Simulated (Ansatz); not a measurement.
N:
```
CELL_PARAMETERS angstrom
      3.71746     0.00000     0.00000
      0.00000     3.71746     0.00000
      0.00000     0.00000     4.95726
ATOMIC_POSITIONS crystal
  N  0.89600 0.89600 0.00000
  N  0.10400 0.10400 0.00000
  N  0.60400 0.39600 0.50000
  N  0.39600 0.60400 0.50000
```

Relaxed with LDA. Special points in fractions of this cell's reciprocal vectors: Γ (0.000, 0.000, 0.000); X (0.000, 0.500, 0.000); M (0.500, 0.500, 0.000); Z (0.000, 0.000, 0.500); R (0.000, 0.500, 0.500); A (0.500, 0.500, 0.500).

**Question.** List the band energies nearest the valence-band maximum at these points for DFT-LDA in the program Ansatz with PAW potentials.

**Answer.** In eV from the valence-band maximum; about four levels below and three above (degenerate sets whole), none deeper than 8.9 eV; points with the same levels are listed once.

| k | below | above |
|---|---|---|
| Γ | -1.55 -1.55 -1.44 -0.46 | 6.18 7.47 8.10 8.10 |
| X | -1.91 -1.91 -0.40 -0.40 | 7.78 7.78 7.82 7.82 |
| M | -1.89 -1.89 -0.10 -0.10 | 7.33 7.33 9.01 9.01 |
| Z | -1.61 -1.61 -0.66 -0.66 | 6.77 6.77 8.10 8.10 |
| R | -1.62 -1.62 -0.55 -0.55 | 7.24 7.24 8.24 8.24 |
| A | -1.98 -1.98 0.00 0.00 | 7.49 7.49 9.01 9.01 |

Space group P4_2/mnm. The first step of the workflow began from a Materials Project structure, measured or hypothetical; the Crystallography Open Database copy checked does not list it. It is not the usual solid phase (space group No. 205). The cell was relaxed with LDA under the symmetry of its start; its stability against distortions is not shown here. The substance is a gas or liquid at ambient conditions. A crystal of weakly bound molecules computed without a dispersion correction: the cell and the soft elastic constants depend strongly on that.

Potentials: the later of the program's two PAW sets.
